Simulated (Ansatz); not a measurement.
Rigid (110) slab of Ta, space group Fm-3m (No. 225):

```yaml
crystal:
  lattice:
    - [2.95259, 0.00000, 0.00000]
    - [0.00000, 4.17559, 0.00000]
    - [0.00000, 0.00000, 24.38147]
  atoms:
    - { symbol: Ta, position: [0.50000, 0.50000, 0.34863] }
    - { symbol: Ta, position: [0.00000, 0.00000, 0.40918] }
    - { symbol: Ta, position: [0.50000, 0.50000, 0.46973] }
    - { symbol: Ta, position: [0.00000, 0.00000, 0.52964] }
    - { symbol: Ta, position: [0.50000, 0.50000, 0.59447] }
    - { symbol: Ta, position: [0.00000, 0.00000, 0.64452] }
```

Theory: Ansatz, DFT PBEsol, scalar-relativistic, plane waves, PAW. Settings: cutoff 420 eV, Γ-centred mesh 10×7×1 on the computed 7-atom cell, Gaussian smearing of 0.10 eV; no spin polarisation. The cell repeats along c with a dipole correction in the vacuum.

An adatom of C is held over the places (i/4, j/4) of the 1×1 surface cell, counted from the highest atom (Ta), and only its height relaxes; one adatom per 12.3 Å².

Heights over the highest slab atom in Å:

```
i j=0   j=1   j=2   j=3
0  1.95  1.58  0.28  1.58
1  1.72  1.30  0.59  1.30
2  1.26  0.63  0.70  0.63
3  1.72  1.30  0.59  1.30
```

Task: Among these places, where is the adatom most and least stable, and how far apart in energy?

Result: Lowest at (i, j) = (0, 2); highest at (0, 0), 4.52 eV above. All energies in eV:

```
i j=0   j=1   j=2   j=3
0  4.52  3.93  0.00  3.93
1  3.74  3.01  0.94  3.01
2  2.02  0.61  1.78  0.61
3  3.74  3.01  0.94  3.01
```

Spin–orbit coupling is left out, which can shift energies with elements as heavy as these.

The reference crystal is the fcc form of Ta, which isn't its usual structure.